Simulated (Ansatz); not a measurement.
Starting cell, WSe2 (2H-MoS2 type, space group P6_3/mmc):

```
CELL_PARAMETERS angstrom
      3.27906     0.00000     0.00000
     -1.63953     2.83975     0.00000
      0.00000     0.00000    12.78607
ATOMIC_POSITIONS crystal
  W  0.33333 0.66667 0.25000
  W  0.66667 0.33333 0.75000
  Se 0.33333 0.66667 0.61827
  Se 0.66667 0.33333 0.11827
  Se 0.66667 0.33333 0.38173
  Se 0.33333 0.66667 0.88173
```

In this cell atom 1 (W, nearest neighbour Se at 2.534 Å; its periodic images, 3.3 Å or more away, move with it) is moved by s along Cartesian z, unit vector (0.000, 0.000, 1.000); all other atoms and the cell stay fixed.

Level of theory: PBE-D3(BJ) (plane waves to 420 eV, PAW, scalar-relativistic; Ansatz, a first-principles code). k mesh 9×9×2 (Γ-centred), Fermi-Dirac smearing 0.05 eV. E stands for the smeared free energy. Left out: 2 of 11 points, with atoms too close for the PAW data. As the smearing reaches across the gap at some points, energies and forces of such displacements shift with the k mesh and the smearing. Spin-orbit coupling is left out, though W is heavy. WSe2 is run without spin polarisation. WSe2 was relaxed with its symmetry unable to fall. The zero of ΔE is the undisplaced structure.

The scan covers s from -0.608 to 0.608 Å in 9 points.

Task: Is this a single well or a double well?

Result: A single well with its minimum at or next to zero displacement.

Task: Is the energy the same for equal positive and negative displacements?

Result: Even: the same for both signs. With its periodic images moving along, the atom's site symmetry in this cell is -6m2.

Task: What is the energy change at s = 0.608 Å?

Result: 4551 meV/cell.

Task: What force acts on the atom along the line at s = -0.608 Å?

Result: 12.8 eV/Å.

Task: What is the force constant k = d²E/ds² of this move at s = 0?

Result: 29.1 eV/Å².

(A displaced cell: forces are minus the slopes of the energy, force constants its curvatures, and phonons follow from these.)
